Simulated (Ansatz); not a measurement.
Start of a relaxation of AlGe₆S:

```
CELL_PARAMETERS angstrom
0.00000 4.30784 4.30784
4.30784 0.00000 4.30784
4.30784 4.30784 0.00000
ATOMIC_POSITIONS crystal
Al 0.00000 0.00000 0.00000
Ge 0.74459 0.25541 0.25541
Ge 0.25541 0.74459 0.74459
Ge 0.25541 0.74459 0.25541
Ge 0.74459 0.25541 0.74459
Ge 0.25541 0.25541 0.74459
Ge 0.74459 0.74459 0.25541
S 0.50000 0.50000 0.50000
```

The calculation used Ansatz, DFT PBE, scalar-relativistic, plane waves, PAW. Cutoff 420 eV, Gaussian smearing, Γ-centred meshes. Cell and atoms relax first on a coarse mesh and then on a finer one. In between, the cell is made exact in the group found at 0.06 Å. In metals the finer mesh still leaves noise of several meV/atom or more. The steps can't lower the symmetry of their start. No spin polarisation.

A guess keeps its type if space group and coordination stay and the shape of the cell changes little (axis ratios within about 15 %, angles within 6°); the volume may change.

**Question.** Does it keep its structure type, or change into something else?

**Answer.** It keeps its type. The symmetry stays Fm-3m (No. 225). The volume per atom grows by 52.0 %, from 20.0 to 30.4 Å³. The shortest distance goes from 2.11 Å (Ge–S) to 2.45 Å (Ge–S). Counting neighbours within 15 % of an atom's shortest distance, the start has Al 6, Ge 2, S 6 and the end Al 6, Ge 2, S 6.

Energies over the elements count from the elements' standard structures at the same level, with no fitted energy shifts.

**Question.** At what energy does it end?

**Answer.** +0.98 eV/atom. It can't be a ground state, since the elements alone are lower.

The last run used an 8×8×8 mesh for its 8-atom cell and Gaussian smearing of 0.10 eV. The cell is a metal run without spin; a magnetic state may lie lower. The reference form of S is held partly by dispersion forces, which this level lacks. A structure relaxed within its symmetry needn't be a true minimum.
